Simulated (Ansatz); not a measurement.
NaCNO:
```yaml
crystal:
  lattice:
    - [1.78996, 1.03344, 5.01981]
    - [-1.78996, 1.03344, 5.01981]
    - [0.00000, -2.06687, 5.01981]
  atoms:
    - { symbol: Na, position: [0.49519, 0.49519, 0.49519] }
    - { symbol: C, position: [0.99905, 0.99905, 0.99905] }
    - { symbol: N, position: [0.07758, 0.07758, 0.07758] }
    - { symbol: O, position: [0.91816, 0.91816, 0.91816] }
```

Relaxed with r²SCAN.

Task: Give the Bader charges and basin volumes of the independent atoms, DFT-r²SCAN in the program Ansatz with PAW potentials.

Result: 

| atom | Bader charge (e) | Bader volume (Å³) |
|---|---|---|
| Na1 | +0.89 | 8.5 |
| C2 | +1.97 | 6.9 |
| N3 | -1.54 | 20.9 |
| O4 | -1.33 | 19.3 |

Space group R3m. The workflow started from a Materials Project entry (that database holds measured and hypothetical structures alike); the Crystallography Open Database files this formula in space group No. 160, but the cells were not matched. Whether it is the stable phase at ambient conditions was not checked. The cell was relaxed with r²SCAN under the symmetry of its start; its stability against distortions is not shown here.

Potentials: the later of the program's two PAW sets.
